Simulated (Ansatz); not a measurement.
A relaxed 1×1 slab of 3 planes, cut along (111) from a bcc crystal of one element, has a cell area of 13.46 Å² and a bulk spacing of 0.805 Å between its first planes. All-electron LAPW in Ansatz 0.2.0 (PBEsol, scalar-relativistic, ferromagnetic start) gives γ = 2.99 J/m², Φ = 4.74 eV and a change of the outer spacing of -48.1 %, with 2.48 μB on the outer atom. The bcc structure needn't be the element's own.

**Question.** Which element is it?

**Answer.** Fe. Neighbours weren't tried against these numbers.
